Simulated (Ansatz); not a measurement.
CaTi6H4O14, one structure, two calculations

Cell: a computed structure from the Materials Project (it need not be an observed phase), taken as it stands.

```
Ca Ti H O
1.0
     3.82372    0.00000    0.00000
    -1.73987    8.02269    0.00000
    -0.04971   -1.86296    9.21003
Ca Ti H O
1 6 4 14
Direct
  0.50046 0.02921 0.45595
  0.21527 0.44249 0.21259
  0.76406 0.55427 0.78381
  0.17430 0.36266 0.53000
  0.81364 0.65427 0.47026
  0.13177 0.26239 0.82214
  0.84325 0.73259 0.17054
  0.28064 0.98820 0.89508
  0.96555 0.88751 0.76511
  0.91252 0.00623 0.04521
  0.00610 0.10026 0.21755
  0.16182 0.32644 0.03244
  0.81883 0.66965 0.96387
  0.13375 0.25716 0.32651
  0.85126 0.74053 0.67551
  0.07610 0.15768 0.59405
  0.91169 0.85328 0.39456
  0.06549 0.00709 0.85053
  0.90599 0.98497 0.14507
  0.32624 0.69362 0.18387
  0.65208 0.29971 0.80995
  0.28628 0.59761 0.45385
  0.69832 0.41088 0.54231
  0.23782 0.49341 0.74924
  0.74323 0.50681 0.25119
```

Atom numbers follow the list; atoms alike are taken as one site, whose name carries the number of the first.

First run. All values are calculated (Ansatz; DFT, PBE, plane waves and PAW, scalar-relativistic, 420 eV cutoff, Γ-centred 9×4×4 k-points, Fermi–Dirac smearing 0.05 eV), not measured.

| site | atom | V_zz (10²¹ V/m²) | η |
| --- | --- | --- | --- |
| Ca | 1 | 6.55 | 0.84 |
| Ti2 | 2 | -1.32 | 0.28 |
| Ti5 | 5 | 1.63 | 0.93 |
| Ti6 | 6 | 5.54 | 0.39 |
| Ti7 | 7 | 5.13 | 0.09 |
| H8 | 8 | 4.12 | 0.06 |
| H9 | 9 | 0.66 | 0.36 |
| H10 | 10 | 3.46 | 0.08 |
| O16 | 16 | -1.68 | 0.99 |
| O17 | 17 | 1.37 | 0.44 |
| O18 | 18 | 11.52 | 0.87 |
| O19 | 19 | -11.78 | 0.74 |
| O20 | 20 | -3.13 | 0.07 |
| O21 | 21 | -3.06 | 0.26 |

Second run. The same atoms and settings, except that the functional is r2SCAN and the cutoff is 500 eV.

Q: Given the first result, estimate the second.

A: 

```json
{"site": "Ca", "atom": "1", "V_zz": "6.69", "η": "0.86", "change of V_zz": "+0.14"}
{"site": "Ti2", "atom": "2", "V_zz": "-1.16", "η": "0.24", "change of V_zz": "+0.16"}
{"site": "Ti5", "atom": "5", "V_zz": "-1.54", "η": "0.94", "change of V_zz": "–"}
{"site": "Ti6", "atom": "6", "V_zz": "5.22", "η": "0.37", "change of V_zz": "-0.32"}
{"site": "Ti7", "atom": "7", "V_zz": "4.77", "η": "0.18", "change of V_zz": "-0.36"}
{"site": "H8", "atom": "8", "V_zz": "4.03", "η": "0.06", "change of V_zz": "-0.09"}
{"site": "H9", "atom": "9", "V_zz": "0.54", "η": "0.45", "change of V_zz": "-0.12"}
{"site": "H10", "atom": "10", "V_zz": "3.37", "η": "0.08", "change of V_zz": "-0.09"}
{"site": "O16", "atom": "16", "V_zz": "1.60", "η": "0.90", "change of V_zz": "–"}
{"site": "O17", "atom": "17", "V_zz": "1.43", "η": "0.42", "change of V_zz": "+0.06"}
{"site": "O18", "atom": "18", "V_zz": "12.00", "η": "0.87", "change of V_zz": "+0.48"}
{"site": "O19", "atom": "19", "V_zz": "-11.95", "η": "0.76", "change of V_zz": "-0.17"}
{"site": "O20", "atom": "20", "V_zz": "-3.37", "η": "0.07", "change of V_zz": "-0.24"}
{"site": "O21", "atom": "21", "V_zz": "-3.29", "η": "0.23", "change of V_zz": "-0.23"}
```

The largest change of V_zz along a kept axis is on O18, from 11.52 to 12.00. In per cent, |V_zz| changes by +2 on Ca, -7 to -6 on Ti, -3 to -2 on H, +1 to +8 on O (all sites that start above 2). On O16, Ti5 the largest principal value lies along another axis in the second run, so the two V_zz can't be compared directly. The table leaves out 11 of the 25 sites, with |V_zz| up to 2.47; their tensors move by 0.15 at most along any direction. The statements above cover all sites.

With no gap above 0.1 eV, as in a metal, the gradients converge slowly in k; expect changes of a tenth or more on a denser mesh. Semilocal functionals can leave a metal where correlation in the d or f shell opens a gap in the real compound, and that would change the values at and beside Ti. The lattice is static: at room temperature water may turn and average the couplings of its hydrogen.
For the first run: The largest force is 0.4 eV/Å, so the atoms aren't at the calculated equilibrium and relaxing them would move these values.
For the second run: At this cell the principal stresses reach 5 GPa in size with r2SCAN, which can matter for small gradients. The largest force is 0.5 eV/Å, so the atoms aren't at the calculated equilibrium and relaxing them would move these values.
